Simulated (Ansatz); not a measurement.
**Calculated electric field gradients for Bi₂Se₃**

The cell is an entry of the Crystallography Open Database (COD), its atoms then relaxed with PBE in this cell.

```yaml
crystal:
  lattice:
    - [1.96496, 1.13447, 9.14266]
    - [-1.96496, 1.13447, 9.14266]
    - [0.00000, -2.26894, 9.14266]
  atoms:
    - { symbol: Bi, position: [0.59732, 0.59732, 0.59732] }
    - { symbol: Bi, position: [0.40268, 0.40268, 0.40268] }
    - { symbol: Se, position: [0.79544, 0.79544, 0.79544] }
    - { symbol: Se, position: [0.20456, 0.20456, 0.20456] }
    - { symbol: Se, position: [0.00000, 0.00000, 0.00000] }
```

Sites (sets of like atoms) are named by element and the number of their first atom in this list.

Method: Kohn–Sham DFT in Ansatz, LDA, plane waves and PAW, scalar-relativistic, 420 eV cutoff, Γ-centred 14×14×14 k-points, Fermi–Dirac smearing 0.05 eV.

C_Q = eQV_zz/h, which is 24.18 MHz for Q = 1 b and V_zz = 10²¹ V/m²; η = (V_xx − V_yy)/V_zz.

²⁰⁹Bi: I = 9/2, Q = -516.0 mb. Nuclear quadrupole moments: year-2017 set (Pyykkö).

```tsv
site	atoms (order as listed)	first shell	V_zz (10²¹ V/m²)	η	C_Q (MHz)
Bi	1, 2	6 Se at 2.79–2.96 Å	2.70	0.00	-33.7
Se3	3, 4	3 Bi at 2.79 Å	4.24	0.00	–
Se5	5	6 Bi at 2.96 Å	9.39	0.00	–
```

An axis of threefold or higher order runs through Bi, Se3 and Se5, so V_zz lies along it and η is zero.

Se has no stable isotope with a ground-state quadrupole moment in the table, so no C_Q is given.

At this cell the LDA pressure is 7 GPa, so with LDA the cell would grow if it were relaxed. Spin–orbit coupling is left out, which shifts gradients on Bi by a few per cent in wide-gap crystals, and can shift them far more where the calculated gap is small or absent, as here. With a gap of 0.11 eV under a smearing of 0.05 eV the band edges are partly filled, so small gradients can hang on the smearing and the k-mesh.

The run took 60 s of wall time (59 s of CPU time) and 1.2 GiB at its peak, on 1 thread of Intel Xeon 6975P-C (Granite Rapids) (x86_64; 16 cores open to the job, memory cap 3.0 GiB, no GPU), a shared host with a load of 0.4 a core.
